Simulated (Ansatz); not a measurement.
GaAs:
```
GaAs
1.0
    0.00000     2.83325     2.83325
    2.83325     0.00000     2.83325
    2.83325     2.83325     0.00000
As Ga
1 1
Direct
  0.75000   0.75000   0.75000
  0.00000   0.00000   0.00000
```

x, y and z are the axes in which the lattice vectors are written.

### Question
Give the high-frequency dielectric tensor and the Born effective charge tensors of the independent atoms from DFPT, r²SCAN in the plane-wave PAW code Ansatz.

### Answer

ε∞:
```
11.6  0.00  0.00
0.00  11.6  0.00
0.00  0.00  11.6
```
Z* of atom 1 (As), rows: field, columns: displacement, in e:
```
-2.15   0.00   0.00
 0.00  -2.15   0.00
 0.00   0.00  -2.15
```
Z* of atom 2 (Ga), rows: field, columns: displacement, in e:
```
2.15  0.00  0.00
0.00  2.15  0.00
0.00  0.00  2.15
```

Static charges for comparison (Bader): As1 -0.76, Ga2 +0.76 e. Born charges measure polarisation by displacement and can exceed these by far.

Space group F-43m (zinc blende). The r²SCAN relaxation kept the symmetry of its start; phonons on a q-mesh show no instability. Spin–orbit coupling is left out wherever it is not named.

Potentials: the later of the program's two PAW sets.
